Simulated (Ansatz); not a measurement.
Elastic constants of Mo (Im-3m) under pressure

```
Mo
1.0
    -1.56493    1.56493    1.56493
     1.56493   -1.56493    1.56493
     1.56493    1.56493   -1.56493
Mo
1
Direct
  0.00000 0.00000 0.00000
```

This is the zero-pressure cell. At each pressure cell and atoms are relaxed in this structure, and the constants are slopes of the stress at strains of ±0.005 with relaxed ions (the coefficients that govern stability under load). Level: PBEsol, PAW on Ansatz 0.2.0's default frozen-core files (fitted under PBE), scalar-relativistic; k mesh 24×24×24, strains of ±0.005, Fermi-Dirac smearing of 0.100 eV, cutoff 420 eV. P is the pressure of the relaxed cell, less that of this one.

```csv
P (GPa),V/V₀,C11 (GPa),C12 (GPa),C44 (GPa)
0.00,1.0000,493.1,173.1,106.0
0.98,0.9965,498.9,176.4,107.4
1.95,0.9932,504.7,179.6,108.7
4.00,0.9862,516.6,186.4,111.6
7.02,?,?,?,?
9.98,0.9673,550.7,205.8,119.5
15.00,0.9527,578.4,221.9,125.9
```

Task: Does the bulk modulus from the constants agree with the pressure-volume curve?

Result: A third-order Birch-Murnaghan fit to the volumes shown (F against f, f = [(V₀/V)^(2/3) − 1]/2) gives B₀ = 279.8 GPa and B′ = 4.2. Its −V dP/dV stands beside (C11 + 2C12)/3:

```
P (GPa)  from P(V)  from the constants
   0.00      279.8               279.8
   0.98      283.9               283.9
   1.95      287.9               288.0
   4.00      296.4               296.4
   9.98      320.8               320.8
  15.00      340.9               340.7
```

Task: What are the pressure derivatives at zero pressure?

Result: Slopes at V₀ of quadratic fits in −ln(V/V₀) through the first four rows shown, divided by B₀: dC11/dP = 5.9, dC12/dP = 3.3, dC44/dP = 1.4. The mean slopes up to 2.0 GPa are 5.9, 3.3, 1.4; curvature and scatter of the constants part the two. The combination (dC11/dP + 2 dC12/dP)/3 = 4.2 stands against B′.

Task: Fill the row at 7.02 GPa.

Result: Cubic fits in −ln(V/V₀) through all rows shown give C11 = 534.0, C12 = 196.2, C44 = 115.6 GPa. Computed: V/V₀ = 0.9764, C11 (GPa) = 534.0, C12 (GPa) = 196.2, C44 (GPa) = 115.6.

Task: Does a shear stiffness soften?

Result: C44 goes from 106.0 to 125.9 GPa; (C11 − C12)/2 goes from 160.0 to 178.2 GPa. Neither ends more than 3 % under its start, and the lattice stays mechanically stable over this range.

Caveats: no other phase was computed; many crystals of this kind change structure within this range, and rows or crossings beyond such a change describe a metastable lattice; frozen-core PAW files fitted under PBE, their cores solved anew for the functional of the run; responses of metals move with mesh and smearing; phonons weren't checked at these pressures.
